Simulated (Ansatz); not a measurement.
**Where the states of Cu₃Pd lie**

```
Cu Pd
1.0
     3.72200    0.00000    0.00000
     0.00000    3.72200    0.00000
     0.00000    0.00000    3.72200
Cu Pd
3 1
Direct
  0.00000 0.50000 0.50000
  0.50000 0.00000 0.50000
  0.50000 0.50000 0.00000
  0.00000 0.00000 0.00000
```

The cell comes from COD entry 1524619, which wasn't checked; take it as a given geometry. It differs from other determinations.

Spin polarisation is left out, and whether a magnetic state lies lower isn't shown here.

Level of theory: Ansatz 0.2.0, DFT, PBEsol, all-electron LAPW, scalar-relativistic.

Settings: a Γ-centred 9×9×9 k mesh, Fermi–Dirac smearing of 0.05 eV, basis error target 0.5 meV/atom, no spin polarisation.

States per eV and cell, averaged over 0.4 eV, from -5.8 to 3.6 eV, with energies (bin centres) from the Fermi level; empty bins are left out. The partial columns, the largest 3 alone, are projections on Löwdin-orthogonalised atomic shells (those that the program's projection atoms carry: the occupied ones and, for some elements, an empty d or f shell; other empty shells have no column), summed over atoms of an element. Weights on diffuse s and p shells depend on that basis and aren't pure angular character.

```tsv
E (eV)	total	Cu 3d	Pd 4d	Cu 4s
-5.7	0.89	0.09	0.13	0.64
-5.3	1.64	0.30	0.47	0.83
-4.9	3.00	1.01	1.08	0.85
-4.5	4.37	1.64	1.87	0.77
-4.1	5.17	2.91	1.90	0.29
-3.7	9.40	5.64	3.40	0.09
-3.3	6.12	3.96	1.90	0.13
-2.9	10.40	8.36	1.61	0.24
-2.5	15.19	12.98	1.60	0.35
-2.1	12.49	10.93	1.11	0.23
-1.7	10.32	8.74	1.30	0.14
-1.3	13.46	9.91	3.30	0.19
-0.9	8.40	5.16	2.86	0.28
-0.5	2.70	1.30	0.87	0.41
-0.1	1.69	0.61	0.27	0.61
0.3	1.12	0.29	0.15	0.44
0.7	0.74	0.13	0.10	0.28
1.1	0.81	0.10	0.11	0.22
1.5	1.24	0.13	0.15	0.30
1.9	1.18	0.11	0.12	0.29
2.3	1.18	0.09	0.09	0.26
2.7	1.17	0.07	0.07	0.23
3.1	0.99	0.05	0.05	0.18
3.5	0.84	0.04	0.03	0.14
```

Q: Where is the centre of the filled Cu 3d states between -14 eV and the top of the filled states?

A: -2.37 eV from the Fermi level.
